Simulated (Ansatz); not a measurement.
## TiO₂: a ladder of calculations

Cell of run 1: an entry of the Crystallography Open Database (COD), taken as it stands.

Space group Pbca (No. 61); a = 5.1710, b = 9.2110, c = 5.4720 Å.

```
site  Wyckoff  site symmetry       x       y       z
  Ti       8c              1  0.1372  0.1290  0.9001
  O9       8c              1  0.8169  0.0098  0.8516
 O17       8c              1  0.4634  0.2322  0.8883
```

One atom of each set is listed.

Relaxed positions (PBE, cell held):

Ti (0.1387, 0.1290, 0.9059)
O9 (0.8168, 0.0098, 0.8511)
O17 (0.4642, 0.2297, 0.8920)

All runs are DFT with Ansatz 0.2.0 (plane waves and PAW, scalar-relativistic unless spin–orbit coupling is named, Γ-centred meshes, Fermi–Dirac smearing where given) in this cell.

Run 1: PBE, gradients read without the response of the cores, atoms as given; 420 eV, 5×3×5 k-points, smearing 0.02 eV.
Run 2: PBE, gradients read without the response of the cores, atoms relaxed; 420 eV, 5×3×5 k-points, smearing 0.02 eV.
Run 3: r2SCAN, gradients read without the response of the cores, at the relaxed atoms; 500 eV, 5×3×5 k-points, smearing 0.02 eV.

```tsv
run	Ti V_zz (η)	O9 V_zz (η)	O17 V_zz (η)
1	-1.74 (0.92)	2.12 (0.87)	-2.50 (0.92)
2	?	?	?
3	1.98 (0.94)	2.27 (0.95)	-2.71 (0.75)
```

V_zz in 10²¹ V/m².

**Question.** Estimate the row of run 2.

**Answer.** Ti: 2.01 (0.94); O9: 2.12 (0.85); O17: -2.53 (0.83). It lies nearest to run 3, from whose tensors on these sites it differs by 0.27 at most (largest principal value of the difference, on O9). Taken one at a time, the positions of the atoms (as given or relaxed) move the tensors on these sites by up to 0.40 (largest principal value of the change, on Ti), the functional (r2SCAN with its higher cutoff) by 0.27 (O9). On some sites the largest principal value moves to another axis from run to run, and the sign of V_zz can flip with it. On Ti η is near 1, so the change of sign is little more than a relabelling of axes.
